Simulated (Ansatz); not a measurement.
These are results of Ansatz, DFT PBE, scalar-relativistic, plane waves, PAW, not measurements. All cells share a 420 eV cutoff and Γ-centred k meshes spaced at most about 0.3 Å⁻¹ (about 0.25 or finer for metals, 2π included). Collinear spin in cells that started with moments and kept them past the coarse steps, no spin elsewhere.

These are static total energies at zero pressure. All come from trial cells, and lower structures may exist.

Question: Which of these relaxed structures of GdSi2O is the lowest in energy?
A. Space group I4/mmm (No. 139), tetragonal, a = 3.380 Å, c = 12.367 Å. Around Gd lie 4 O at 2.39 Å and 2 Si at 3.20 Å; Si has 4 Si at 2.40 Å, 1 O at 2.99 Å and 1 Gd at 3.20 Å; O has 4 Gd at 2.39 Å.
B. Space group P4/mmm (No. 123), tetragonal, a = 4.250 Å, c = 4.497 Å. Gd is surrounded by 2 O at 2.25 Å and 8 Si at 3.19 Å; Si is surrounded by 1 Si at 2.15 Å, 1 Si at 2.35 Å and 4 Gd at 3.19 Å; O is surrounded by 2 Gd at 2.25 Å.
C. Space group P-4m2 (No. 115), tetragonal, a = 3.010 Å, c = 7.426 Å. Around Gd lie 4 Si at 2.85 Å and 4 Gd at 3.01 Å; around Si lie 2 O at 1.98 Å and 2 Gd at 2.85 Å; around O lie 4 Si at 1.98 Å.
D. Space group P4/mmm (No. 123), tetragonal, a = 4.156 Å, c = 4.701 Å. Gd has 2 O at 2.35 Å and 8 Si at 3.14 Å; around Si lie 2 O at 2.08 Å, 4 Si at 2.94 Å and 4 Gd at 3.14 Å; O is surrounded by 4 Si at 2.08 Å and 2 Gd at 2.35 Å.

Answer: A. It has space group I4/mmm (No. 139); the next, B, with space group P4/mmm (No. 123), lies 0.43 eV/atom higher. Largest moments: A 6.8 μB, B 6.7 μB, D 6.8 μB, C 7.1 μB. Counting Gd or Si atoms around O (for each partner element, those within 1.25 times its shortest distance or 1.15 times the sum of covalent radii, where it is the nearest in units of that sum or under 1.3), the lowest has O 4 and the next has O 2. The lowest holds Si–Si nets (shortest 2.40 Å); the next holds Si–Si chains (shortest 2.15 Å).

The 4f shell of Gd is treated without a Hubbard U, which places its levels poorly. The magnetic state reached may not be the lowest. Cells relaxed within their symmetry can be saddle points. Some structure types and database cells were kept out of the candidates from the start, so a known form may be missing.
